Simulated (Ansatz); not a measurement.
Consider the following.

HfO₂ (fluorite)

```yaml
crystal:
  lattice:
    - [0.00000, 5.09813, 5.09813]
    - [2.54906, 0.00000, 2.54906]
    - [2.54906, 2.54906, 0.00000]
  atoms:
    - { symbol: Hf, position: [0.00000, 0.00000, 0.00000] }
    - { symbol: Hf, position: [0.50000, 0.00000, 0.00000] }
    - { symbol: O, position: [0.12500, 0.25000, 0.25000] }
    - { symbol: O, position: [0.62500, 0.25000, 0.25000] }
    - { symbol: O, position: [0.37500, 0.75000, 0.75000] }
    - { symbol: O, position: [0.87500, 0.75000, 0.75000] }
```

The atoms are displaced by Q × the pattern below (from a DFPT mode at L = (0.5, 0.0, 0.0), largest move 1; Q in Å), at fixed cell. It is one choice among 2 degenerate patterns. (q is in reciprocal vectors of the primitive cell; the cell shown is doubled to hold the pattern.)

```csv
atom,x,y,z
Hf1,0.005,-0.009,0.014
Hf2,-0.005,0.009,-0.014
O3,-0.285,0.520,-0.805
O4,0.285,-0.520,0.805
O5,0.285,-0.520,0.805
O6,-0.285,0.520,-0.805
```

The numbers are results of PBE (plane waves to 420 eV, PAW, scalar-relativistic; Ansatz, a program for electronic structure), not measurements. k mesh 11×11×11 (Γ-centred), Fermi-Dirac smearing 0.05 eV. E stands for the smeared free energy. HfO2 is run without spin polarisation. HfO2 was relaxed with its symmetry unable to fall. Spin-orbit coupling is left out, though Hf is heavy. The PAW data are Ansatz's earlier set. This is a high-temperature form of HfO2. The zero of ΔE is the undisplaced structure.

The scan covers Q from -0.180 to 0.180 Å in 13 points.

**Question.** Is this a single well or a double well?

**Answer.** A single well with its minimum at or next to zero displacement.

**Question.** Which space group does the distorted structure have?

**Answer.** P-1 (No. 2), lowered from Fm-3m.

**Question.** What is the energy change at Q = 0.180 Å?

**Answer.** 603 meV/cell.

**Question.** What harmonic wavenumber does the curvature at Q = 0 give?

**Answer.** 388 cm⁻¹.

(A displaced cell: forces are minus the slopes of the energy, force constants its curvatures, and phonons follow from these.)
